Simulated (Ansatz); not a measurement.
# Computed energy against volume: Ru (hcp, Mg type)

Ru (hcp, Mg type), conventional cell a = b = 2.692 Å, c = 4.246 Å, α = β = 90.00°, γ = 120.00°. The calculation uses the primitive cell of 2 atoms, to which meshes and values per cell refer.

E(V) scan at fixed shape, V₀ the volume above. Symmetry pins the atoms to their sites.

The numbers are results of PBEsol (plane waves to 420 eV, PAW, scalar-relativistic; Ansatz, a quantum-chemistry and plane-wave program), not measurements. k mesh 20×20×11 (Γ-centred), Fermi-Dirac smearing 0.05 eV. Energies are smeared free energies. Stress and pressure are positive under compression. With the shape held, the modulus is that of even scaling; a crystal free to change shape is softer. Ru is run without spin polarisation. Ru was relaxed with its symmetry unable to fall. ΔE is measured from the relaxed starting cell.

| V/V₀ | ΔE (kJ/mol of atoms) | P (GPa) |
|---|---|---|
| 0.840 | 49.8 | 91.4 |
| 0.867 | 32.6 | 69.8 |
| 0.893 | 19.7 | 51.2 |
| 0.920 | 10.5 | 35.3 |
| 0.947 | 4.4 | 21.7 |
| 0.973 | 1.0 | 10.0 |
| 1.000 | 0.0 | 0.0 |
| 1.027 | 0.9 | -8.6 |
| 1.053 | 3.6 | -15.9 |
| 1.080 | 7.7 | -22.2 |
| 1.107 | 13.0 | -27.5 |
| 1.133 | 19.4 | -32.1 |
| 1.160 | 26.7 | -35.9 |

Key numbers:

```yaml
pressure_at_the_smallest_volume: 91.4 GPa
energy_cost_of_the_largest_compression: 516 meV/atom
energy_cost_of_the_largest_expansion: 276 meV/atom
Bulk modulus at fixed cell shape B₀ (third-order Birch-Murnaghan fit): 346 GPa
Pressure derivative B₀′ (fit): 4.8
equilibrium_volume_of_the_fit: 13.32 Å³/atom
Pressure for 5 % compression (fit): 20.1 GPa
```

(Under strain, the slope of the energy per volume gives the stress and its curvature an elastic modulus.)
